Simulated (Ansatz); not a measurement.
Relax this structure to zero stress and force, keeping its symmetry:

```cif
data_structure
_symmetry_space_group_name_H-M 'P 1'
_symmetry_Int_Tables_number 1
_cell_length_a 2.8470
_cell_length_b 2.8470
_cell_length_c 8.5584
_cell_angle_alpha 90.000
_cell_angle_beta 90.000
_cell_angle_gamma 120.000
_cell_volume 60.08
loop_
_atom_site_label
_atom_site_type_symbol
_atom_site_fract_x
_atom_site_fract_y
_atom_site_fract_z
_atom_site_occupancy
Zn1 Zn 0.66667 0.33333 0.50000 1
Zn2 Zn 0.33333 0.66667 0.25680 1
Zn3 Zn 0.33333 0.66667 0.74320 1
Ag1 Ag 0.66667 0.33333 0.00000 1
```

Theory: DFT r2SCAN, scalar-relativistic, plane waves, PAW in Ansatz 0.2.0.

Cutoff 500 eV; k points 18×18×6 on the computed 4-atom cell (Γ-centred); Gaussian smearing, width 0.10 eV; no spin polarisation.

Task: What does it relax to?

Result: The volume drops by 0.04 Å³/atom to 14.98 Å³/atom, and the energy falls by 0.3 meV/atom. Final structure:
Space group P-6m2 (No. 187). a = 2.835 Å, b = 2.835 Å, c = 8.607 Å, α = 90.00°, β = 90.00°, γ = 120.00°
```json
{"atom": "Zn", "site": "1f", "symmetry": "-6m2", "x": "0.6667", "y": "0.3333", "z": "0.5000"}
{"atom": "Zn", "site": "2h", "symmetry": "3m.", "x": "0.3333", "y": "0.6667", "z": "0.2565"}
{"atom": "Ag", "site": "1e", "symmetry": "-6m2", "x": "0.6667", "y": "0.3333", "z": "0.0000"}
```